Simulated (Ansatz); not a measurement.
All numbers below come from DFT, PBEsol, plane waves (420 eV) with PAW, scalar-relativistic in Ansatz 0.2.0. (PAW data from PBE, frozen cores regenerated.)

An element in the simple cubic structure gives this curve. The cell is scaled uniformly from the relaxed one, with fractional coordinates and shape fixed. Energies are extrapolated to zero smearing, pressures are those at the given smearing. Magnetic state: spin not included.

```tsv
V (Å³/atom)	E − E₀ (meV/atom)	P (GPa)
22.503	68.5	8.22
23.525	27.5	4.67
24.548	6.3	2.02
25.571	0.0	0.08
26.594	4.3	-1.30
27.617	16.0	-2.25
28.640	32.9	-2.90
```

(1) Which element is it?
A. indium
B. mercury
C. cadmium
D. zirconium

## Answers

(1) B. Its fit is V₀ = 25.62 Å³/atom, B₀ = 41 GPa, B₀′ = 7.4.
